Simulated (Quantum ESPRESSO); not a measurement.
**KTaO3: field gradients at the nuclei**

```yaml
crystal:
  lattice:
    - [3.99488, 0.00000, 0.00000]
    - [0.00000, 3.99488, 0.00000]
    - [0.00000, 0.00000, 3.99488]
  atoms:
    - { symbol: K, position: [0.50000, 0.50000, 0.50000] }
    - { symbol: Ta, position: [0.00000, 0.00000, 0.00000] }
    - { symbol: O, position: [0.00000, 0.50000, 0.00000] }
    - { symbol: O, position: [0.50000, 0.00000, 0.00000] }
    - { symbol: O, position: [0.00000, 0.00000, 0.50000] }
```
Geometry: a computed entry of the Materials Project; it was not checked against measured cells. It is KTaO3 in Pm-3m. Stability against distortions was not tested. The run has no spin polarisation.

Convention: |Vzz| is the largest principal value, η_Q = (Vxx − Vyy)/Vzz, |C_Q| = |eQVzz/h|. Cores are frozen. Against all-electron runs on small test molecules, this scheme's |Vzz| missed by −2 to +6 % on O.

Quadrupole moments taken as inputs (sizes, barn, from the tables of PySCF and pymatgen): ³⁹K 0.0585, ¹⁸¹Ta 3.17, ¹⁷O 0.0256.

Problem. What do the calculations give at each independent site (field gradients by PBE PAW (JTH datasets; density from pw.x of a modified build of Quantum ESPRESSO, gradients reconstructed from it by a script), 22.5 Ha, k-mesh 6×6×6 through Γ)?

Solution. 
```
site               site symmetry  Vzz (10²¹ V/m²)   η_Q  ∣C_Q∣ (MHz)
-----------------  -------------  ---------------  ----  -----------
K (atom 1)                  m-3m                0     –      0 (³⁹K)
Ta (atom 2)                 m-3m                0     –    0 (¹⁸¹Ta)
O (atoms 3, 4, 5)          4/mmm             2.13  0.00   1.32 (¹⁷O)
```
